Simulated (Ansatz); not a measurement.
Ti:
```yaml
crystal:
  lattice:
    - [2.93934, 0.00000, 0.00000]
    - [-1.46967, 2.54554, 0.00000]
    - [0.00000, 0.00000, 4.64815]
  atoms:
    - { symbol: Ti, position: [0.33333, 0.66667, 0.75000] }
    - { symbol: Ti, position: [0.66667, 0.33333, 0.25000] }
```

Relaxed with PBE. Special points in fractions of this cell's reciprocal vectors: Γ (0.000, 0.000, 0.000); M (0.500, 0.000, 0.000); K (0.333, 0.333, 0.000); A (0.000, 0.000, 0.500); L (0.500, 0.000, 0.500); H (0.333, 0.333, 0.500).

Question: List the band energies nearest the Fermi level at these points for PBE (plane waves, PAW; program Ansatz).

Answer: In eV from the Fermi level; about four levels below and three above (degenerate sets whole), none deeper than 8.9 eV; points with the same levels are listed once.

```tsv
k	below	above
Γ	-6.19 -2.69	0.76 0.77 0.77
M	-2.35 -2.17 -1.85 -0.65	0.47 0.63 1.18
K	-1.70 -1.40 -1.40 -1.31	0.22 0.22 1.50
A	-4.34 -4.34	0.08 0.08 0.67 0.67 0.67 0.67
L	-2.55 -2.55 -0.82 -0.82	1.31 1.31 1.72 1.72
H	-1.08 -1.08 -0.23 -0.23	1.67 1.67 3.15 3.15
```

Space group P6_3/mmc (hcp (Mg type)). The cell was relaxed with PBE under the symmetry of its start. No spin polarisation was allowed.

Potentials: the later of the program's two PAW sets.
